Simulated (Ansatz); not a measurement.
The guess for La2Hf3O3 was made by a generator: random cell by space group and Wyckoff sites (I4/mmm, No. 139). The dimensions are guesses.

```
La Hf O
1.0
    -2.80716    2.80716    5.17083
     2.80716   -2.80716    5.17083
     2.80716    2.80716   -5.17083
La Hf O
2 3 3
Direct
  0.70718 0.70718 0.00000
  0.29282 0.29282 0.00000
  0.75000 0.25000 0.50000
  0.25000 0.75000 0.50000
  0.00000 0.00000 0.00000
  0.50000 0.00000 0.50000
  0.00000 0.50000 0.50000
  0.50000 0.50000 0.00000
```

The calculation used DFT PBE, scalar-relativistic, plane waves, PAW (Ansatz 0.2.0). Cutoff 420 eV, Gaussian smearing, Γ-centred meshes. Cell and atoms relax first on a coarse mesh and then on a finer one. In between, the cell is made exact in the group found at 0.06 Å. In metals the finer mesh still leaves noise of several meV/atom or more. The steps can't lower the symmetry of their start. No spin polarisation.

A guess keeps its type if space group and coordination stay and the shape of the cell changes little (axis ratios within about 15 %, angles within 6°); the volume may change.

Task: Does it keep its structure type, or change into something else?

Result: It doesn't keep its type. The symmetry stays I4/mmm (No. 139). The volume per atom grows by 9.1 %, from 20.4 to 22.2 Å³. The shortest distance goes from 2.14 Å (La–O) to 1.93 Å (La–O). The ratio c/a of the conventional cell changes by a factor of 0.76. Counting neighbours within 15 % of an atom's shortest distance, the start has Hf 6, La 1, O 2/6 and the end Hf 2, La 1, O 2. In detail, at the end La is surrounded by 1 O at 1.93 Å, 1 Hf at 2.52 Å and 4 Hf at 3.18 Å; Hf on a site of symmetry -4m2 has 2 O at 2.22 Å and 4 La at 3.18 Å; O on a site of symmetry mmm is surrounded by 2 Hf at 2.22 Å; 2 more sites not described.

```cif
data_structure
_symmetry_space_group_name_H-M 'I4/mmm'
_symmetry_Int_Tables_number 139
_cell_length_a 6.3259
_cell_length_b 6.3259
_cell_length_c 8.8862
_cell_angle_alpha 90.000
_cell_angle_beta 90.000
_cell_angle_gamma 90.000
_cell_volume 355.60
loop_
_atom_site_label
_atom_site_type_symbol
_atom_site_symmetry_multiplicity
_atom_site_Wyckoff_symbol
_atom_site_fract_x
_atom_site_fract_y
_atom_site_fract_z
_atom_site_occupancy
La1 La 4 e 0.00000 0.00000 0.71697 1
Hf1 Hf 4 d 0.00000 0.50000 0.25000 1
Hf2 Hf 2 a 0.00000 0.00000 0.00000 1
O1 O 4 c 0.00000 0.50000 0.00000 1
O2 O 2 b 0.00000 0.00000 0.50000 1
```

Formation energies are uncorrected and refer to the elements' standard structures at the same level (O₂ as a molecule).

Task: At what energy does it end?

Result: −0.47 eV/atom. A negative formation energy is needed for stability but isn't enough: competing phases decide.

The last run used an 8×8×8 mesh for its 8-atom cell and Gaussian smearing of 0.10 eV. These runs have no spin–orbit coupling, which can matter for Hf. A structure relaxed within its symmetry needn't be a true minimum.

In counts of neighbours, a slash parts the counts of unlike sites.
